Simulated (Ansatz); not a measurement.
SiC:
```yaml
crystal:
  lattice:
    - [3.08493, 0.00000, 0.00000]
    - [-1.54247, 2.67163, 0.00000]
    - [0.00000, 0.00000, 7.06170]
  atoms:
    - { symbol: Si, position: [0.50000, 0.00000, 0.50000] }
    - { symbol: Si, position: [0.00000, 0.50000, 0.16667] }
    - { symbol: Si, position: [0.50000, 0.50000, 0.83333] }
    - { symbol: C, position: [0.50000, 0.00000, 0.00000] }
    - { symbol: C, position: [0.00000, 0.50000, 0.66667] }
    - { symbol: C, position: [0.50000, 0.50000, 0.33333] }
```

Relaxed with PBE. Plane-wave PAW PBE (Ansatz code) gives a gap of 0.87 eV.

Question: What gap does HSE06 give on the same cell (Ansatz, PAW)?

Answer: 1.66 eV, 0.79 eV more. The hybrid was solved on a coarser mesh and at special points; its gap is the smallest among all of these.

```tsv
k	v1 PBE	c1 PBE	v1 HSE06	c1 HSE06
Γ	0.00	3.37	[?]	[?]
A	-0.16	2.96	[?]	[?]
K	-2.31	2.52	[?]	[?]
H	-2.40	2.85	[?]	[?]
M	-2.13	0.87	-2.32	1.66
L	-2.03	1.91	-2.21	2.75
```

Question: Top valence (v1) and lowest conduction level (c1) in eV from each method's valence maximum (which need not be a listed point): supply the withheld HSE06 values.

Answer: 
- H, v1 HSE06: -2.58
- H, c1 HSE06: 3.76
- A, v1 HSE06: -0.17
- A, c1 HSE06: 3.90
- K, v1 HSE06: -2.51
- K, c1 HSE06: 3.49
- Γ, v1 HSE06: 0.00
- Γ, c1 HSE06: 4.33

Cost on shared cores: the PBE run (SCF on a 10×10×4 mesh, then bands and DOS) around 60 core-seconds (rough), the HSE06 run (SCF on 6×6×3, then a few points) around 3 core-minutes (rough); the tasks are unlike.

Space group P6_222. The cell is a constructed one: a structure type filled with these elements; neither database checked (COD, Materials Project) lists it. It is not the phase usual at ambient conditions (space group No. 186, 216). Symmetry was held in the PBE relaxation; phonons on a q-mesh show no instability.

Potentials: the later of the program's two PAW sets.
